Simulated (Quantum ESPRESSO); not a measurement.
# Planted mistakes on one cell of Mg3S2FCl

The results below are calculated, not measured. They come from pw.x of Quantum ESPRESSO 7.5, a plane-wave density functional program, with PseudoDojo standard norm-conserving files (v0.5 for PBE, v0.4.1 for LDA and PBEsol). The cells are made up: elements, strain and atom displacements were drawn at random, and nothing was relaxed. There is no spin polarisation, spin-orbit coupling or dispersion term.

The cell has 8 sites of a rocksalt lattice. Sites 1 to 4 hold Mg Mg Mg empty; sites 5 to 8 hold S F S Cl. Cell vectors in Å: (4.938, -0.021, 0.039); (-0.021, 4.989, 0.040); (0.039, 0.040, 5.008). Settings: PBE, cutoff 1143 eV, 4 x 4 x 4 k mesh shifted by half a step, Fermi-Dirac smearing of 0.025 eV.

The intended run has a self-consistency threshold of 1e-07 eV, a smearing term of 0.000 eV, a pressure of 2.42 GPa and 9 iterations. Each further run changes one thing: atoms of sites 7 and 8 exchanged; cutoff 616 eV; files of PBEsol; k mesh 1 x 1 x 1; smearing 0.62 eV; threshold 0.04 eV. A coarse mesh keeps the shift, and a charged cell sits in a uniform background.

| run | change of free energy (eV) | smearing term -TS (eV) | change of P (GPa) | largest change of a force component (eV/Å) | iterations |
| --- | --- | --- | --- | --- | --- |
| A | -0.202 | -0.760 | 0.77 | 0.009 | 9 |
| B | 0.005 | 0.000 | 0.69 | 0.010 | 4 |
| C | 2.311 | 0.000 | 4.58 | 0.177 | 9 |
| D | 1.750 | 0.000 | 0.24 | 0.051 | 9 |
| E | 10.228 | 0.000 | -2.08 | 0.012 | 9 |
| F | 25.055 | 0.000 | -146.36 | 0.020 | 9 |

A rerun of the intended cell at 1437 eV and k mesh 6 x 6 x 6 moved values by no more than 0.003 eV in the cell's energy, 0.02 GPa in stress and 0.002 eV/Å in force.

Question: which change belongs to which run?

## Worked reading

Run B has the fewest iterations, as a run stopped early does. Run A has the largest smearing term, as wide smearing gives. Run F has a higher energy and the largest fall in pressure, as too small a basis gives. Energies from files of another functional, or of a charged cell, have another zero and say nothing on stability; the pressure of a charged cell rests on the program's zero of potential too.

## Key

```
run                            change
  A                  smearing 0.62 eV
  B                 threshold 0.04 eV
  C                  k mesh 1 x 1 x 1
  D  atoms of sites 7 and 8 exchanged
  E                   files of PBEsol
  F                     cutoff 616 eV
```